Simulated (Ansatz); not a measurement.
## Si3N4 — field gradients at the nuclei

The cell is a COD entry, taken as it stands.

```yaml
crystal:
  lattice:
    - [7.61700, 0.00000, 0.00000]
    - [-3.80850, 6.59652, 0.00000]
    - [0.00000, 0.00000, 2.91340]
  atoms:
    - { symbol: Si, position: [0.17840, 0.77490, 0.25000] }
    - { symbol: Si, position: [0.40350, 0.17840, 0.75000] }
    - { symbol: Si, position: [0.22510, 0.40350, 0.25000] }
    - { symbol: Si, position: [0.82160, 0.22510, 0.75000] }
    - { symbol: Si, position: [0.59650, 0.82160, 0.25000] }
    - { symbol: Si, position: [0.77490, 0.59650, 0.75000] }
    - { symbol: N, position: [0.33333, 0.66667, 0.25000] }
    - { symbol: N, position: [0.66667, 0.33333, 0.75000] }
    - { symbol: N, position: [0.33590, 0.03280, 0.25000] }
    - { symbol: N, position: [0.30310, 0.33590, 0.75000] }
    - { symbol: N, position: [0.96720, 0.30310, 0.25000] }
    - { symbol: N, position: [0.66410, 0.96720, 0.75000] }
    - { symbol: N, position: [0.69690, 0.66410, 0.25000] }
    - { symbol: N, position: [0.03280, 0.69690, 0.75000] }
```

Atom numbers follow the list; atoms alike are taken as one site, whose name carries the number of the first.

The numbers come from a DFT calculation in Ansatz (PBE, plane waves and PAW (field gradients read without the response of the frozen cores, which leaves them typically 4 to 6 % off), scalar-relativistic, 420 eV cutoff, Γ-centred 4×4×9 k-points, Fermi–Dirac smearing 0.02 eV).

V_zz is the principal component of the electric field gradient with the largest magnitude, η = (V_xx − V_yy)/V_zz and C_Q = eQV_zz/h. Directions are in the Cartesian axes of the cell vectors above, for the atom listed; none is given where the gradient is under 0.02 or η is above 0.95.

| site | first atom | first shell | V_zz (10²¹ V/m²) | η | direction of V_zz (x, y, z) |
| --- | --- | --- | --- | --- | --- |
| Si | 1 | 4 N at 1.72–1.75 Å | -0.60 | 0.30 | -0.51 0.86 0.00 |
| N7 | 7 | 3 Si at 1.75 Å | -5.37 | 0.00 | 0.00 0.00 1.00 |
| N9 | 9 | 3 Si at 1.72–1.75 Å | -5.07 | 0.09 | 1.00 -0.01 0.00 |

An axis of threefold or higher order runs through N7, so V_zz lies along it and η is zero. At N9 V_zz stands upright on the plane through its three neighbours (within 4°).

At this cell the principal stresses reach 5 GPa in size with PBE, which can matter for small gradients. The largest force is 1.2 eV/Å, so the atoms aren't at the calculated equilibrium and relaxing them would move these values.
